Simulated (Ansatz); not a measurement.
**Is this Sn₄Se₃S structure a true minimum?**

It was reached by relaxing an invented guess, and it needn't be the stable form of this composition.

Method: DFT PBE, scalar-relativistic, plane waves, PAW in Ansatz. Cutoff 420 eV; k points 8×6×4 on the computed 8-atom cell (Γ-centred); Gaussian smearing, width 0.02 eV; no spin polarisation.

The cell below (8 atoms, space group Pmmm (No. 47)) is relaxed within its symmetry.

```yaml
crystal:
  lattice:
    - [4.24623, 0.00000, 0.00000]
    - [0.00000, 6.01417, 0.00000]
    - [0.00000, 0.00000, 8.49632]
  atoms:
    - { symbol: Sn, position: [0.00000, 0.00000, 0.00000] }
    - { symbol: Sn, position: [0.50000, 0.50000, 0.24176] }
    - { symbol: Sn, position: [0.00000, 0.00000, 0.50000] }
    - { symbol: Sn, position: [0.50000, 0.50000, 0.75824] }
    - { symbol: Se, position: [0.50000, 0.00000, 0.24919] }
    - { symbol: Se, position: [0.00000, 0.50000, 0.50000] }
    - { symbol: Se, position: [0.50000, 0.00000, 0.75081] }
    - { symbol: S, position: [0.00000, 0.50000, 0.00000] }
```

For the test it was strained at random (σ = 1.5 % a component), the atoms were moved at random (σ = 0.05 Å), and all was relaxed again on a coarse 4×2×2 mesh (in the run’s order of axes) with 0.10 eV smearing, with no symmetry imposed.

**Question.** Does it come back?

**Answer.** It doesn't return. The energy falls by 107 meV/atom on that mesh, the volume changes by 3.7 %, and the end has space group P1 (No. 1) at a loose tolerance. Relaxed again on a 6×6×4 mesh with 0.02 eV smearing, the new structure lies 11 meV/atom below the first (mesh in the axes of the run's cell; the cell below is made exact in the group named). Space group P1 (No. 1), triclinic, a = 4.447 Å, b = 6.308 Å, c = 8.405 Å, α = 109.5°, β = 90.0°, γ = 90.1°. Around Sn on its first site lie 1 S at 2.62 Å, 2 Se at 2.84–2.85 Å and 2 Se at 3.28–3.29 Å; around Sn on its second site lie 1 S at 2.73 Å, 2 Se at 2.76–2.85 Å, 1 S at 3.37 Å and 1 Se at 3.40 Å; Se on its first site is surrounded by 3 Sn at 2.76–2.84 Å and 2 Sn at 3.28–3.32 Å; around S lie 3 Sn at 2.62–2.73 Å; 4 more sites not described.

```cif
data_structure
_symmetry_space_group_name_H-M 'P 1'
_symmetry_Int_Tables_number 1
_cell_length_a 4.4470
_cell_length_b 6.3079
_cell_length_c 8.4049
_cell_angle_alpha 109.509
_cell_angle_beta 90.011
_cell_angle_gamma 90.053
_cell_volume 222.23
loop_
_atom_site_label
_atom_site_type_symbol
_atom_site_fract_x
_atom_site_fract_y
_atom_site_fract_z
_atom_site_occupancy
Sn1 Sn 0.97225 0.99406 0.06177 1
Sn2 Sn 0.44926 0.49916 0.17935 1
Sn3 Sn 0.96507 0.99632 0.56158 1
Sn4 Sn 0.44766 0.49861 0.69455 1
Se1 Se 0.54046 0.95903 0.30141 1
Se2 Se 0.03532 0.53720 0.44648 1
Se3 Se 0.54145 0.95846 0.80323 1
S1 S 0.04851 0.55715 0.95162 1
```
